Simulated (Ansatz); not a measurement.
B2W, DFT, LDA, all-electron PAW with datasets made for the crystal, scalar-relativistic (Ansatz 0.2.0), run on 1 thread of AMD EPYC 7R43 64-Core Processor (Zen 3) on a shared host.

The cell comes from COD entry 1510851, which wasn't checked; take it as a given geometry. The listed cell was then made from it by scaling, straining or moving an atom.

Command: `ansatz run input.yaml --threads 1 --pin off --max-ram 4096MiB --backend cpu --events-out ev --progress --plain --runs-dir out`

```yaml
crystal:
  lattice:
    - [2.9596013921, 0.0, 0.0]
    - [-1.4798006961, 2.5630899906, 0.0]
    - [0.0, 0.0, 3.05]
  atoms:
    - { symbol: B, position: [0.3333333333, 0.6666666667, 0.5] }
    - { symbol: B, position: [0.6666666667, 0.3333333333, 0.5] }
    - { symbol: W, position: [0.0, 0.0, 0.0] }
kpoints:
  mp_grid: { grid: [14, 14, 12] }
scf:
  occupations: { method: fermi_dirac, width: 0.05 }
hamiltonian:
  xc: lda
  pseudopotentials: { kind: all_electron, datasets: crystal }
output:
  forces: true
  stress: true
  eigenvalues: true
  efg: { contact_densities: true }
```

(1) How large is the problem that the program sets up?

(2) Estimate the wall time and the peak memory.

(3) And the same cell and mesh by PAW with the default files, asked for forces, stress, eigenvalues, efg, on the same hardware?

## Answers

(1) 168 irreducible k-points, 479 plane waves at Γ, 10 bands.

(2) 44 s of wall time for 11 SCF iterations, with a peak of 1 GiB. Times on shared machines scatter by tens of per cent.

(3) 3.5 s, peak memory 0.44 GiB.
